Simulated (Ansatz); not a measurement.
A geometry of W away from equilibrium: the start of the relaxation of a relaxed W cell, doubled along one cell vector, shaken by Gaussian noise of σ = 0.08 Å a coordinate. Level of theory: PBEsol (plane waves to 420 eV, PAW, scalar-relativistic; Ansatz, a first-principles code). Γ-centred k-mesh 7×7×7 on the run's cell (coarser than for final values), Fermi–Dirac smearing 0.05 eV.

```xyz
6
Lattice="5.2486 0.0000 0.0000 -2.6243 4.5454 0.0000 0.0000 0.0000 5.1400" Properties=species:S:1:pos:R:3 pbc="T T T"
W      2.6631     0.0184     1.3171
W      2.6541     0.0039     3.8351
W      1.2808     2.1651     1.2772
W      1.3765     2.2344     3.9092
W     -1.3299     2.3751     1.3448
W     -1.3864     2.1646     3.7759
```

Task: Which atoms carry the largest force, and which way does it point?

Result: 2.99 eV/Å, on W6 (atoms numbered as listed); on W6 its components are (2.13, 0.44, 2.05).

Task: What is the pressure?

Result: +2.1 GPa, compression positive.

Task: How much energy per atom can still be gained by relaxing?

Result: 1.89 eV/atom; the path ends in Im-3m (No. 229) (bcc (W type)).

No spin polarisation in the result.

Of the parent cell (P6/mmm (No. 191)): it is a generated cell of W: the first start was made by placing the elements on the sites of a structure type, and the end was not matched to a known phase here, so it may be hypothetical. Known forms of W include space group No. 229.
